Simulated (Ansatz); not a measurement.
ZrCo$_{6}$Ge$_{6}$:
```yaml
crystal:
  lattice:
    - [5.02316, 0.00000, 0.00000]
    - [-2.51158, 4.35018, 0.00000]
    - [0.00000, 0.00000, 7.67921]
  atoms:
    - { symbol: Ge, position: [0.33333, 0.66667, 0.00000] }
    - { symbol: Ge, position: [0.66667, 0.33333, 0.00000] }
    - { symbol: Ge, position: [0.00000, 0.00000, 0.34034] }
    - { symbol: Ge, position: [0.00000, 0.00000, 0.65966] }
    - { symbol: Zr, position: [0.00000, 0.00000, 0.00000] }
    - { symbol: Co, position: [0.50000, 0.00000, 0.25041] }
    - { symbol: Co, position: [0.50000, 0.50000, 0.25041] }
    - { symbol: Co, position: [0.00000, 0.50000, 0.25041] }
    - { symbol: Co, position: [0.00000, 0.50000, 0.74959] }
    - { symbol: Co, position: [0.50000, 0.50000, 0.74959] }
    - { symbol: Co, position: [0.50000, 0.00000, 0.74959] }
    - { symbol: Ge, position: [0.33333, 0.66667, 0.50000] }
    - { symbol: Ge, position: [0.66667, 0.33333, 0.50000] }
```

Relaxed with r²SCAN. Special points in fractions of this cell's reciprocal vectors: Γ (0.000, 0.000, 0.000); M (0.500, 0.000, 0.000); K (0.333, 0.333, 0.000); A (0.000, 0.000, 0.500); L (0.500, 0.000, 0.500); H (0.333, 0.333, 0.500).

List the band energies nearest the Fermi level at these points for the program Ansatz at the r²SCAN level (PAW).

In eV from the Fermi level; about four levels below and three above (degenerate sets whole), none deeper than 8.9 eV; points with the same levels are listed once.

```json
[
 {"k": "Γ", "below": "-0.73 -0.73 -0.69 -0.12", "above": "0.54 0.54 1.00"},
 {"k": "M", "below": "-0.73 -0.69 -0.49 -0.29", "above": "0.34 0.53 0.65"},
 {"k": "K", "below": "-1.01 -0.91 -0.46 -0.44", "above": "0.21 0.37 0.37"},
 {"k": "A", "below": "-0.73 -0.73 -0.73 -0.06 -0.06", "above": "0.11 0.50 0.50"},
 {"k": "L", "below": "-0.75 -0.75 -0.73 -0.50 -0.39", "above": "0.41 0.50 0.52"},
 {"k": "H", "below": "-0.27 -0.27 -0.25 -0.25", "above": "0.55 0.63 0.63"}
]
```

Space group P6/mmm. The workflow started from an entry of the Crystallography Open Database (COD). Its standing as an ambient phase is unchecked. Symmetry was held in the r²SCAN relaxation; its stability against distortions is not shown here. The workflow began spin-polarised and lost its moments. Scalar-relativistic: spin–orbit coupling is off unless named, which matters more the heavier the elements.

Potentials: the later of the program's two PAW sets.
